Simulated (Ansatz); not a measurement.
### Question
Name crystals whose computed values (plane-wave PAW LDA (Ansatz code)) fall in these windows: B₀ by P(V) fit (GPa) 110 to 160; Θ_D (K) 160 to 190.

### Answer


```tsv
crystal	B₀ by P(V) fit (GPa)	Θ_D (K)
BiAu2, cubic Laves (MgCu2 type)	134	167
BiPt, NiAs type	131	182
BiPd, NiAs type	115	185
```
Others may fit too.

Standing as an ambient phase not checked: BiAu2, cubic Laves (MgCu2 type); BiPt, NiAs type; BiPd, NiAs type. All cells were relaxed under the symmetry of their starts (and spin orders); stability against distortions was not tested throughout. Rows with no word on spin ran without spin polarisation. Scalar-relativistic: spin–orbit coupling is off unless named, which matters more the heavier the elements.

Potentials: the later of the program's two PAW sets.
